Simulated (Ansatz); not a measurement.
Relaxed-ion elastic tensor of LiBr (rock salt, Fm-3m) in GPa (Voigt order), LDA (plane waves, PAW; program Ansatz); density 3.85 g/cm³, 18.72 Å³ per atom.

```tsv
	1	2	3	4	5	6
1	62.0	18.9	18.9	0.0	0.0	0.0
2	18.9	62.0	18.9	0.0	0.0	0.0
3	18.9	18.9	62.0	0.0	0.0	0.0
4	0.0	0.0	0.0	22.1	0.0	0.0
5	0.0	0.0	0.0	0.0	22.1	0.0
6	0.0	0.0	0.0	0.0	0.0	22.1
```

### Question
Is the crystal mechanically stable?

### Answer
Yes: the smallest eigenvalue of C is 22.1 GPa.

### Question
Work out the Voigt, Reuss and Hill averages.

### Answer
K_V = 33.3, K_R = 33.3, K_H = 33.3; G_V = 21.9, G_R = 21.9, G_H = 21.9 GPa.

### Question
Give Young's modulus, Poisson's ratio, Pugh's ratio and the universal anisotropy index.

### Answer
E = 9KG/(3K + G) = 53.8 GPa; ν = 0.23; K/G = 1.52 (brittle by the Pugh limit of 1.75); A_U = 5G_V/G_R + K_V/K_R − 6 = 0.00.

### Question
Estimate the sound speeds and the Debye temperature.

### Answer
v_l = √((K + 4G/3)/ρ) = 4030 m/s, v_t = √(G/ρ) = 2380 m/s, mean 2640 m/s; Θ = (h/k)(3n/4πV)^(1/3) v_m = 296 K.

### Question
Give the Zener ratio and Young's modulus along [100], [110] and [111].

### Answer
A = 2C44/(C11 − C12) = 1.03; 1/E = S11 − 2(S11 − S12 − S44/2)Γ with Γ = 0, 1/4, 1/3 gives 53.2, 54.0, 54.3 GPa.

### Question
Solve the Christoffel equation for the three sound speeds along [100], [110], [111].

### Answer
Eigenvalues of C_ijkl n_j n_l equal ρv². In km/s, slowest first: [100] 2.39, 2.39, 4.01; [110] 2.36, 2.39, 4.03; [111] 2.37, 2.37, 4.04.

Symmetry was held in the LDA relaxation; phonons on a q-mesh show no instability.

Potentials: the later of the program's two PAW sets.
